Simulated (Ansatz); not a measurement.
The relaxed structure here is a generated cell of Ir: the first start was made by placing the elements on the sites of a structure type, and the end was not matched to a known phase here, so it may be hypothetical. Known forms of Ir include space group No. 225.

One starting cell of Ir (a generated trial cell of Ir in the simple-cubic structure type) was relaxed twice with Ansatz (plane waves, PAW, scalar-relativistic): with r2SCAN at 500 eV and with PBE at 420 eV. The r2SCAN result:

```xyz
1
Lattice="2.5512 0.0000 0.0000 0.0000 2.5512 0.0000 0.0000 0.0000 2.5512" Properties=species:S:1:pos:R:3 pbc="T T T"
Ir     0.0000     0.0000     0.0000
```

```csv
quantity,r2SCAN,PBE
space group,Pm-3m,Pm-3m
volume (Å³/atom),16.60,?
a (Å),2.551,?
"gap (eV, no spin-orbit coupling)",0.00,?
```

Problem. Fill in the PBE column.

Solution. 
- volume (Å³/atom), PBE: 16.98
- a (Å), PBE: 2.570
- gap (eV, no spin-orbit coupling), PBE: 0.00

Both levels end in the same structure; PBE's volume is 2.3 % larger. Neither column is exact.

No spin polarisation in the result.

The run could not lose the symmetry of its start: the end is stationary, and may be a saddle point rather than a minimum.

Ansatz is a quantum-chemistry and plane-wave program.
